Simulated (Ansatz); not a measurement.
Pd (diamond): energy against volume

Computed with DFT, m-r2SCAN, plane waves (500 eV) with PAW, scalar-relativistic in Ansatz. (PAW data from PBE, frozen cores regenerated.)

The cell is scaled uniformly from the relaxed one, with fractional coordinates and shape fixed. Energies are extrapolated to zero smearing, pressures are those at the given smearing. Magnetic state: ferromagnetic.

A Birch-Murnaghan fit gives V₀ = 23.61 Å³/atom, B₀ = 78 GPa, B₀′ = 5.3.

**Question.** What are the energy above the minimum and the pressure at 20.779 Å³/atom?

**Answer.** 107.4 meV/atom and 13.90 GPa as computed.

**Question.** What are the energy above the minimum and the pressure at 22.668 Å³/atom?

**Answer.** 9.8 meV/atom and 3.60 GPa as computed.

**Question.** What are the energy above the minimum and the pressure at 24.557 Å³/atom?

**Answer.** 8.6 meV/atom and -2.72 GPa as computed.

m-r²SCAN is r²SCAN on the gauge-invariant kinetic-energy density; without spin polarisation the two are equal.
